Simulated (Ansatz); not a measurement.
Starting cell, PbS (rock salt):

```
PbS
1.0
    0.00000     5.97499     5.97499
    2.98749     0.00000     2.98749
    2.98749     2.98749     0.00000
S Pb
2 2
Cartesian
  0.00000   0.00000   0.00000
  2.98749   5.97499   2.98749
  2.98749   2.98749   2.98749
  2.98749   5.97499   5.97499
```

A phonon eigenvector at L = (0.5, 0.0, 0.0) is frozen into this cell: atom i moves by Q times the vector below, so Q is the largest atomic displacement, in Å. The cell is held. It is one choice among 2 degenerate patterns. (q is in reciprocal vectors of the primitive cell; the cell shown is doubled to hold the pattern.)

```json
[
 {"atom": "Pb3", "x": "0.285", "y": "-0.520", "z": "0.805"},
 {"atom": "Pb4", "x": "-0.285", "y": "0.520", "z": "-0.805"}
]
```

Atoms not listed stay in place.

The numbers are results of r2SCAN (plane waves to 500 eV, PAW, scalar-relativistic; Ansatz, a program for electronic structure), not measurements. k mesh 5×10×10 (Γ-centred), Fermi-Dirac smearing 0.05 eV. The energy includes the smearing's −TS. PbS was relaxed with its symmetry unable to fall. Spin-orbit coupling is left out, though Pb is heavy. The PAW data are Ansatz's earlier set. The zero of ΔE is the undisplaced structure.

```csv
Q (Å),ΔE (meV/cell)
-0.180,59.6
-0.150,41.1
-0.120,26.1
-0.090,withheld
-0.060,6.5
-0.030,1.6
0.000,0.0
0.030,1.6
0.060,6.5
0.090,withheld
0.120,26.1
0.150,41.1
0.180,59.6
```

Problem. Fit an even polynomial form (powers 2, 4) to the given rows and predict ΔE at Q = -0.090.

Solution. Least squares on the 11 given rows: ΔE = (1794)·Q² + (1410)·Q⁴, in meV/cell with Q in Å; root-mean-square residual 0.02 meV/cell. At -0.090 the fit gives 14.6 meV/cell; the calculation gives 14.6 meV/cell, the same to the digits shown. The quadratic term alone would give 14.5 meV/cell.

(For displaced atoms, the force is minus the slope of the energy, and its curvature is a force constant, which sets phonon frequencies.)
